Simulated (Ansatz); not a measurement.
Relaxed LiH (rock salt):

```xyz
2
Lattice="0.0000 2.0036 2.0036 2.0036 0.0000 2.0036 2.0036 2.0036 0.0000" Properties=species:S:1:pos:R:3 pbc="T T T"
H      0.0000     0.0000     0.0000
Li     2.0036     2.0036     2.0036
```

Scan: atom 1 (H, nearest neighbour Li at 2.004 Å; its periodic images, 2.8 Å or more away, move with it) is displaced along Cartesian z, direction (0.000, 0.000, 1.000) in Cartesian axes, by s. The other atoms stay.

Calculation: PBE (plane waves to 420 eV, PAW, scalar-relativistic; Ansatz, a first-principles code). k mesh 11×11×11 (Γ-centred), Fermi-Dirac smearing 0.05 eV. E stands for the smeared free energy. LiH was relaxed with its symmetry unable to fall. ΔE is measured from the undisplaced structure.

```csv
s (Å),ΔE (meV/cell)
-0.200,25.6
-0.160,withheld
-0.120,8.4
-0.080,3.6
-0.040,0.9
0.000,0.0
0.040,0.9
0.080,3.6
0.120,8.4
0.160,withheld
0.200,25.6
```

Q: Fit an even polynomial form (powers 2, 4) to the given rows and predict ΔE at s = -0.160.

A: Least squares on the 9 given rows: ΔE = (550.7)·s² + (2233)·s⁴, in meV/cell with s in Å; root-mean-square residual 0.01 meV/cell. At -0.160 the fit gives 15.6 meV/cell; the calculation gives 15.6 meV/cell, the same to the digits shown. The quadratic term alone would give 14.1 meV/cell.

(A displaced cell: forces are minus the slopes of the energy, force constants its curvatures, and phonons follow from these.)
